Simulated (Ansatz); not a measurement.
Notes on a calculation: YS (rocksalt structure)

**The experiment.** The Crystallography Open Database holds a cell as deposited of cubic YS (space group Fm-3m), temperature not stated (1970): a = 5.487 Å, 20.65 Å³/atom.

The computed numbers are results of PBEsol, scalar-relativistic (no spin polarisation) in the plane-wave PAW code Ansatz at 420 eV, 10×10×10 k-mesh, Gaussian smearing of 0.05 eV. The datasets are Ansatz's generated set soft_2.

The start was a prototype's sites filled with these elements; the Crystallography Open Database holds the compound in this structure.

The start, 1 % over the database's volume:

```cif
data_structure
_symmetry_space_group_name_H-M 'P 1'
_symmetry_Int_Tables_number 1
_cell_length_a 3.8930
_cell_length_b 3.8930
_cell_length_c 3.8930
_cell_angle_alpha 60.000
_cell_angle_beta 60.000
_cell_angle_gamma 60.000
_cell_volume 41.72
loop_
_atom_site_label
_atom_site_type_symbol
_atom_site_fract_x
_atom_site_fract_y
_atom_site_fract_z
_atom_site_occupancy
Y1 Y 0.50000 0.50000 0.50000 1
S1 S 0.00000 0.00000 0.00000 1
```

The steps in volume:

```csv
run,level,k-mesh,kind,V (Å³/atom),P (GPa),E − E(final) (meV/atom),gap on the mesh (eV)
1,PBEsol,10×10×10,fixed cell,20.86,-2.5,4.1,metal
2,PBEsol,10×10×10,fixed cell,20.52,-0.9,0.5,metal
3,PBEsol,10×10×10,fixed cell,20.34,0.0,0.0,metal
```

Cell and atoms are those of this level's equilibrium.

The final structure (symmetry read at 0.01 Å). Symmetry: Fm-3m, No. 225, cubic system. The conventional cell has a = 5.459 Å, b = 5.459 Å, c = 5.459 Å, α = 90.00°, β = 90.00°, γ = 90.00°. Y (site symmetry m-3m) is surrounded by 6 S at 2.73 Å. S (site symmetry m-3m) has 6 Y at 2.73 Å as nearest neighbours. (Neighbours are counted to 15 % beyond the shortest distance.)

```json
{"atom": "Y", "site": "4b", "symmetry": "m-3m", "x": "0.5000", "y": "0.0000", "z": "0.0000"}
{"atom": "S", "site": "4a", "symmetry": "m-3m", "x": "0.0000", "y": "0.0000", "z": "0.0000"}
```

- At the final geometry the gap, band path included, is zero (metallic).
- The equation of state gives B0 = 103 GPa and B0′ = 4.4.
- Against the elements' standard states, run alike and uncorrected, the formation energy is -2.14 eV/atom.

**What lies behind the numbers.**

With 17 valence electrons in the calculation's cell and no magnetic order, the bands, two electrons each, can't all be full or empty: band theory demands a metal. (Only strong correlation, outside this picture, could make a Mott insulator of it.) A formal count (Y³⁺, S²⁻) leaves 1 electron a formula unit beyond the anions' closed shells. It goes into the bands above the anion p states, which fits the metal found.

**Against experiment.** PBEsol gives 5.459 Å and 20.34 Å³/atom, −1.5 % in volume (−0.5 % in length) from the database's cell. PBEsol was built to cure PBE's overestimate of volumes, and the static lattice lacks thermal expansion.

Spin polarisation wasn't tried.
